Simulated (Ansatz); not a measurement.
BP:
```yaml
crystal:
  lattice:
    - [0.00000, 2.24526, 2.24526]
    - [2.24526, 0.00000, 2.24526]
    - [2.24526, 2.24526, 0.00000]
  atoms:
    - { symbol: P, position: [0.75000, 0.75000, 0.75000] }
    - { symbol: B, position: [0.00000, 0.00000, 0.00000] }
```

Relaxed with LDA.

Problem. Decompose the optical modes at the zone centre into irreducible representations, and say which are infrared and Raman allowed.

Solution. Point group -43m: Γ_opt = T2. Infrared: T2. Raman: T2.

Problem. Assign frequencies (DFPT, LDA (plane waves, PAW; program Ansatz); without the LO–TO term).

Solution. T2 821 cm⁻¹.

Space group F-43m (zinc blende). The LDA relaxation kept the symmetry of its start; phonons on a q-mesh show no instability.

Potentials: the later of the program's two PAW sets.
